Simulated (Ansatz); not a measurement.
This run works on a generated trial structure, not on a known crystal.

Input and command of a plane-wave DFT calculation in Ansatz:

```yaml
crystal:
  lattice:
    - [4.53837166, 0.0, 0.0]
    - [0.0, 4.53837166, 0.0]
    - [0.0, 0.0, 5.56215261]
  atoms:
    - { symbol: La, position: [0.0, 0.0, 0.5] }
    - { symbol: La, position: [0.0, 0.0, 0.0] }
    - { symbol: "Y", position: [0.0, 0.5, 0.78608266] }
    - { symbol: "Y", position: [0.5, 0.0, 0.21391734] }
    - { symbol: O, position: [0.5, 0.5, 0.0] }
basis:
  ecutwfc: 420
kpoints:
  mp_grid: { grid: [4, 4, 3] }
hamiltonian:
  xc: pbe
scf:
  occupations: { method: gaussian, width: 0.2 }
  lower_state_search: "off"
output:
  forces: true
  stress: true
  eigenvalues: true
relax:
  adjacent_minimum: "off"
  f_tol: 0.08
  max_steps: 16
  cell: { stress_tol: 0.8 }
```

```bash
ansatz run input.yaml --threads 1 --pin off --max-ram 2560MiB --backend cpu --events-out ev --progress --plain --runs-dir out
```

Processor: Arm Neoverse V2, 1 thread, on a host shared with other jobs.

How long does it run, and how much memory does it take?

About 68 s, peak memory 0.39 GiB. It solves 30 bands at 12 k points (after reduction by symmetry) with about 3407 plane waves (on the last cell), in 89 SCF iterations over 11 ionic steps.
